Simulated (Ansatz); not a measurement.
Stability checks on a candidate for InGa3As4

The structure comes from a generated guess, relaxed at this level; another structure or a mixture of phases may lie lower.

Theory: DFT PBE, scalar-relativistic, plane waves, PAW (Ansatz 0.2.0). Plane waves to 420 eV, a 10×10×4 mesh through Γ for the 8-atom cell and 0.10 eV Gaussian smearing; no spin polarisation.

```
CELL_PARAMETERS angstrom
4.13409 0.00000 0.00000
0.00000 4.13409 0.00000
0.00000 0.00000 11.76055
ATOMIC_POSITIONS crystal
In 0.00000 0.00000 0.00000
Ga 0.50000 0.50000 0.25905
Ga 0.00000 0.00000 0.50000
Ga 0.50000 0.50000 0.74095
As 0.50000 0.00000 0.37959
As 0.00000 0.50000 0.62041
As 0.50000 0.00000 0.86029
As 0.00000 0.50000 0.13971
```

Formation energies are uncorrected and refer to the elements' standard structures at the same level.

Problem. These tests were run: energy against the elements; random kick, then relaxation without symmetry; phonons at Γ. What do they show?

Solution.

```csv
test,result
energy against the elements,−0.31 eV/atom
"random kick, then relaxation without symmetry",returns
phonons at Γ,lowest optical mode 52 cm⁻¹
```

It fails none of these tests. Whether a mixture of other phases lies lower isn't tested here. Phonons away from Γ weren't computed.

The reference form of As is held partly by dispersion forces, which this level lacks. The kick test ran on a coarse mesh. The run for the phonons used a 10×10×4 k mesh and Fermi–Dirac smearing of 0.15 eV.
